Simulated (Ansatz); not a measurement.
GeMo2C:
```yaml
crystal:
  lattice:
    - [3.13277, 0.00000, 0.00000]
    - [-1.56639, 2.71306, 0.00000]
    - [0.00000, 0.00000, 12.64109]
  atoms:
    - { symbol: Ge, position: [0.66667, 0.33333, 0.25000] }
    - { symbol: Ge, position: [0.33333, 0.66667, 0.75000] }
    - { symbol: Mo, position: [0.66667, 0.33333, 0.91094] }
    - { symbol: Mo, position: [0.33333, 0.66667, 0.08906] }
    - { symbol: Mo, position: [0.33333, 0.66667, 0.41094] }
    - { symbol: Mo, position: [0.66667, 0.33333, 0.58906] }
    - { symbol: C, position: [0.00000, 0.00000, 0.00000] }
    - { symbol: C, position: [0.00000, 0.00000, 0.50000] }
```

Relaxed with PBE. Special points in fractions of this cell's reciprocal vectors: Γ (0.000, 0.000, 0.000); M (0.500, 0.000, 0.000); K (0.333, 0.333, 0.000); A (0.000, 0.000, 0.500); L (0.500, 0.000, 0.500); H (0.333, 0.333, 0.500).

Question: List the band energies nearest the Fermi level at these points for the program Ansatz at the PBE with spin–orbit coupling level (PAW).

Answer: In eV from the Fermi level; about four levels below and three above (degenerate sets whole), none deeper than 8.9 eV; points with the same levels are listed once.

| k | below | above |
|---|---|---|
| Γ | -0.46 -0.46 -0.44 -0.44 | 0.70 0.70 0.71 0.71 |
| M | -3.07 -3.07 -0.65 -0.65 | 0.40 0.40 0.51 0.51 |
| K | -0.85 -0.85 -0.80 -0.80 | 0.15 0.15 0.16 0.16 |
| A | -0.62 -0.62 -0.62 -0.62 | 0.78 0.78 0.78 0.78 |
| L | -0.27 -0.27 -0.27 -0.27 | 0.60 0.60 0.60 0.60 |
| H | -1.03 -1.03 -0.94 -0.94 | 0.55 0.55 0.55 0.55 |

Space group P6_3/mmc. The start of the workflow was typed in or built on a structure type; neither database checked (COD, Materials Project) lists it. Whether it is the stable phase at ambient conditions was not checked. Symmetry was held in the PBE relaxation; its stability against distortions is not shown here. No spin polarisation was allowed.

Potentials: the earlier of the program's two PAW sets.
